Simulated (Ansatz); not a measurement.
Surface calculation: bcc Mo (100), 6 layers

The slab is cut from the bcc crystal, the stable phase, as relaxed on PAW files (15.79 Å³/atom), with 16 Å of vacuum and a dipole correction:

```
CELL_PARAMETERS angstrom
3.16073 0.00000 0.00000
0.00000 3.16073 0.00000
0.00000 0.00000 23.90180
ATOMIC_POSITIONS crystal
Mo 0.25000 0.25000 0.33470
Mo 0.75000 0.75000 0.40082
Mo 0.25000 0.25000 0.46694
Mo 0.75000 0.75000 0.53306
Mo 0.25000 0.25000 0.59918
Mo 0.75000 0.75000 0.66530
```

All numbers are PBE results (scalar-relativistic) from Ansatz 0.2.0, with a Γ-centred 12×12×1 k mesh, Fermi–Dirac smearing of 0.08 eV, no spin polarisation. Methods: LAPW: all electrons, basis error target 1 meV/atom; PAW: frozen-core files, cutoff 420 eV.

The bulk energy comes from a cell in the slab's orientation on a 12×12×12 mesh. The surface energy is (E(slab) − N·E(bulk))/2A at zero smearing, the mean of both faces; thin slabs carry quantum-size effects.

**Question.** As cut, the LAPW slab lies 4.344 eV above 6 atoms of bulk. What surface energy is that?

**Answer.** Over two faces of 9.99 Å² it is 217.4 meV/Å², and times 16.02 J/m² per eV/Å² that gives γ = 3.483 J/m².

| method | γ as cut (J/m²) | γ relaxed (J/m²) | Φ as cut (eV) | Φ relaxed (eV) |
| --- | --- | --- | --- | --- |
| LAPW | 3.483 | ? | 3.92 | 3.85 |

**Question.** What belongs in the row "LAPW", column "γ relaxed (J/m²)"?

**Answer.** 3.194.

**Question.** How do the spacings between the planes relax?

**Answer.** From the bottom face up: d12 -13.1 % of 1.580 Å, d23 +4.9 % of 1.580 Å, d34 -4.3 % of 1.580 Å, d45 +4.9 % of 1.580 Å, d56 -13.1 % of 1.580 Å.

**Question.** What changes if relativity is switched off, at the same positions?

**Answer.** LAPW then gives: no gap, work function 3.75 eV.

**Question.** A 3d core hole is made on one atom of each kind in every 1×1 cell (PAW hole dataset, neutral cell, valence without spin). What does it cost by layer?

**Answer.** layer 1 226.52 eV, layer 2 227.06 eV, layer 3 226.99 eV. Shifts between layers mean more than the absolute values, and a whole layer of holes screens otherwise than one hole.
